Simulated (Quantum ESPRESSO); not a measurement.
Inputs of pw.x and gipaw.x (a modified build of Quantum ESPRESSO, PBE) for SrTiO$_{3}$; the starting potential comes from an earlier run on another mesh:

```
&CONTROL
  calculation = 'scf'
  prefix = 'x'
  pseudo_dir = './pseudo'
  outdir = './out'
  tprnfor = .true.
/
&SYSTEM
  ibrav = 0
  nat = 5
  ntyp = 3
  ecutwfc = 45
  ecutrho = 180
  occupations = 'fixed'
  nbnd = 20
/
&ELECTRONS
  conv_thr = 1e-11
  startingpot = 'file'
/
ATOMIC_SPECIES
Sr 87.620 Sr.GGA_PBE-JTH.UPF
Ti 47.867 Ti.GGA_PBE-JTH.UPF
O 15.999 O.GGA_PBE-JTH.UPF
CELL_PARAMETERS angstrom
    3.912700000000     0.000000000000     0.000000000000
    0.000000000000     3.912700000000     0.000000000000
    0.000000000000     0.000000000000     3.912700000000
ATOMIC_POSITIONS crystal
Sr     0.000000000000     0.000000000000     0.000000000000
Ti     0.500000000000     0.500000000000     0.500000000000
O      0.500000000000     0.000000000000     0.500000000000
O      0.000000000000     0.500000000000     0.500000000000
O      0.500000000000     0.500000000000     0.000000000000
K_POINTS automatic
7 7 7 1 1 1
```

```
&INPUTGIPAW
  job = 'nmr'
  prefix = 'x'
  tmp_dir = './out/'
  restart_mode = 'from_scratch'
  pawproj(1) = .true.
  pawproj(2) = .true.
  pawproj(3) = .true.
  use_nmr_macroscopic_shape = .false.
/
```

Geometry: a computed entry of the Materials Project; it was not checked against measured cells. It is SrTiO3 in Pm-3m. Stability against distortions was not tested. The run has no spin polarisation.

Problem. Predict the shielding tensors that the run ends with.

Solution. 
```
     f-sum rule (should be   -33.8479):
           -33.8448          0.0000          0.0000
             0.0000        -33.8448          0.0000
             0.0000          0.0000        -33.8448

     Total NMR chemical shifts in ppm: ---------------------------------------
     (adopting the Simpson convention for anisotropy and asymmetry)-----------

     Atom  1  Sr  pos: (  0.000000  0.000000  0.000000)  Total sigma:        2943.21
          2943.2137         -0.0000          0.0000
            -0.0000       2943.2137         -0.0000
            -0.0000         -0.0000       2943.2137

     Sr      1    anisotropy:     -0.00    eta:    0.0000
     Sr      1    sigma_11=   2943.21
     Sr      1    sigma_22=   2943.21
     Sr      1    sigma_33=   2943.21

     Atom  2  Ti  pos: (  0.500000  0.500000  0.500000)  Total sigma:        -262.48
          -262.4826          0.0000         -0.0000
             0.0000       -262.4826          0.0000
            -0.0000         -0.0000       -262.4826

     Ti      2    anisotropy:      0.00    eta:    0.0000
     Ti      2    sigma_11=   -262.48
     Ti      2    sigma_22=   -262.48
     Ti      2    sigma_33=   -262.48

     Atom  3  O   pos: (  0.500000  0.000000  0.500000)  Total sigma:        -288.78
          -436.7249         -0.0000          0.0000
            -0.0000          7.1246          0.0000
            -0.0000          0.0000       -436.7249

     O       3    anisotropy:    443.85    eta:    0.0000
     O       3    sigma_11=   -436.72
     O       3    sigma_22=   -436.72
     O       3    sigma_33=      7.12

     Atom  4  O   pos: (  0.000000  0.500000  0.500000)  Total sigma:        -288.78
             7.1246         -0.0000          0.0000
            -0.0000       -436.7249          0.0000
            -0.0000         -0.0000       -436.7249

     O       4    anisotropy:    443.85    eta:    0.0000
     O       4    sigma_11=   -436.72
     O       4    sigma_22=   -436.72
     O       4    sigma_33=      7.12

     Atom  5  O   pos: (  0.500000  0.500000  0.000000)  Total sigma:        -288.78
          -436.7249          0.0000         -0.0000
            -0.0000       -436.7249         -0.0000
             0.0000         -0.0000          7.1246

     O       5    anisotropy:    443.85    eta:    0.0000
     O       5    sigma_11=   -436.72
     O       5    sigma_22=   -436.72
     O       5    sigma_33=      7.12
```
The printed anisotropy is 3/2 (σ_33 − σ_iso) in the program's own order; the axes are left out here. Anisotropies that symmetry doesn't fix are less certain than the isotropic values. These are absolute shieldings with no macroscopic susceptibility term; δ = σ_ref − σ needs a reference computed alike. In our sweeps, cutoffs and meshes of this size left a few ppm, and up to some 20 ppm on atoms from Zn on. No spin–orbit coupling; Sr is the heaviest element present.
